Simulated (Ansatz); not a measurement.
TaGa3:
```yaml
crystal:
  lattice:
    - [3.98905, 0.00000, 0.00000]
    - [0.00000, 3.98905, 0.00000]
    - [0.00000, 0.00000, 3.98905]
  atoms:
    - { symbol: Ga, position: [0.00000, 0.50000, 0.50000] }
    - { symbol: Ga, position: [0.50000, 0.50000, 0.00000] }
    - { symbol: Ga, position: [0.50000, 0.00000, 0.50000] }
    - { symbol: Ta, position: [0.00000, 0.00000, 0.00000] }
```

Relaxed with r²SCAN. Special points in fractions of this cell's reciprocal vectors: Γ (0.000, 0.000, 0.000); X (0.000, 0.500, 0.000); M (0.500, 0.500, 0.000); R (0.500, 0.500, 0.500).

Task: List the band energies nearest the Fermi level at these points for r²SCAN with spin–orbit coupling (plane waves, PAW; program Ansatz).

Result: In eV from the Fermi level; about four levels below and three above (degenerate sets whole), none deeper than 8.9 eV; points with the same levels are listed once.

```tsv
k	below	above
Γ	-0.12 -0.12 -0.12 -0.12	0.23 0.23 1.87 1.87
X	-3.32 -3.32 -1.36 -1.36	0.13 0.13 0.40 0.40
M	-2.54 -2.54 -2.42 -2.42	0.46 0.46 0.71 0.71
R	-4.14 -4.14 -4.14 -4.14	0.06 0.06 1.33 1.33 1.33 1.33
```

Space group Pm-3m (Cu3Au type). The cell is a constructed one: a structure type filled with these elements; neither database checked (COD, Materials Project) lists it. COD files the formula under space group No. 139, so this cell is another polymorph or a model. Its standing as an ambient phase is unchecked. The r²SCAN relaxation kept the symmetry of its start. At this level the phase is mechanically unstable. The run is not spin-polarised.

Potentials: the earlier of the program's two PAW sets.
